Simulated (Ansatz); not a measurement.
Level: PBE, no spin polarisation; 420 eV; 8×8×8 Γ-centred mesh; gaussian occupations (width 0.1175 eV); Ansatz 0.2.0, fixed geometry.

Computed maps in the lattice plane spanned by a (left to right, 4.67 Å, 14 points from zero) and b (bottom to top, 4.67 Å, 14 points from zero), 90° apart, at height 0.500 along c. The fields are smooth PAW ones with compensation charges, not the true ones near nuclei.

Valence density. Digits on a logarithmic scale: 0 up to 0.03 e/Å³, each further digit a factor of 1.6, 9 from 1.3 e/Å³ up:
```
45677654444444
46899864433334
57999975433334
57999975433334
46899864433334
45677654444444
44455444445544
44444444567765
44333344689986
54333345799997
54333345799997
44333344689986
44444444567765
44455444445544
```

ELF. Ten even steps from '0' (0.02) to '9' (0.42):
```
69999996556655
99733799544445
99300399644446
99300399644446
99733799544445
69999996556655
56999965699996
65566556999999
95444459973379
96444469930039
96444469930039
95444459973379
65566556999999
56999965699996
```

Task: The cell is LaHg$_{2}$Ge$_{2}$. Which atoms lie within 0.2 Å of this plane, and where (fractions of a and b)?

Result: Ge at (0.75, 0.25), Ge at (0.25, 0.75). The whole cell:
```yaml
crystal:
  lattice:
    - [0.00000, 4.67272, 0.00000]
    - [4.67272, 0.00000, 0.00000]
    - [2.33636, 2.33636, -5.99604]
  atoms:
    - { symbol: Ge, position: [0.75000, 0.25000, 0.50000] }
    - { symbol: Ge, position: [0.25000, 0.75000, 0.50000] }
    - { symbol: La, position: [0.00000, 0.00000, 0.00000] }
    - { symbol: Hg, position: [0.37800, 0.37800, 0.24400] }
    - { symbol: Hg, position: [0.62200, 0.62200, 0.75600] }
```

Origin: a known structure type with other elements, at an estimated volume, so it need not be a known compound. Caveats: f levels without a U or exact exchange are poorly placed.
